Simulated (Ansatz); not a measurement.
Relaxed ZrHg (space group P4/mmm):

```
CELL_PARAMETERS angstrom
      3.14769     0.00000     0.00000
      0.00000     3.14769     0.00000
      0.00000     0.00000     4.27044
ATOMIC_POSITIONS crystal
  Zr 0.50000 0.50000 0.50000
  Hg 0.00000 0.00000 0.00000
```

Scan: atom 1 (Zr, nearest neighbour Hg at 3.084 Å; its periodic images, 3.1 Å or more away, move with it) is displaced along Cartesian x, direction (1.000, 0.000, 0.000) in Cartesian axes, by s. The other atoms stay.

These are r2SCAN (plane waves to 500 eV, PAW, scalar-relativistic; Ansatz, a quantum-chemistry and plane-wave program) values and carry that method's errors. k mesh 12×12×9 (Γ-centred), Fermi-Dirac smearing 0.05 eV. Energies are smeared free energies. Compression counts positive. With partly filled bands, energies and forces of such displacements shift with the k mesh and the smearing. Spin-orbit coupling is left out, though Hg is heavy. ZrHg is run without spin polarisation. ZrHg was relaxed with its symmetry unable to fall. ΔE is measured from the undisplaced structure.

Q: What ΔE (meV/cell) and P (GPa) does the calculation give at s (Å) = -0.310, -0.248, -0.186, -0.062, 0.062, 0.124, 0.186, 0.310?

A: 
```json
[
 {"s (Å)": "-0.310", "ΔE (meV/cell)": "134", "P (GPa)": "2.2"},
 {"s (Å)": "-0.248", "ΔE (meV/cell)": "86", "P (GPa)": "1.4"},
 {"s (Å)": "-0.186", "ΔE (meV/cell)": "48", "P (GPa)": "0.8"},
 {"s (Å)": "-0.062", "ΔE (meV/cell)": "5", "P (GPa)": "0.1"},
 {"s (Å)": "0.062", "ΔE (meV/cell)": "5", "P (GPa)": "0.1"},
 {"s (Å)": "0.124", "ΔE (meV/cell)": "21", "P (GPa)": "0.4"},
 {"s (Å)": "0.186", "ΔE (meV/cell)": "48", "P (GPa)": "0.8"},
 {"s (Å)": "0.310", "ΔE (meV/cell)": "134", "P (GPa)": "2.2"}
]
```

(A displaced cell: forces are minus the slopes of the energy, force constants its curvatures, and phonons follow from these.)
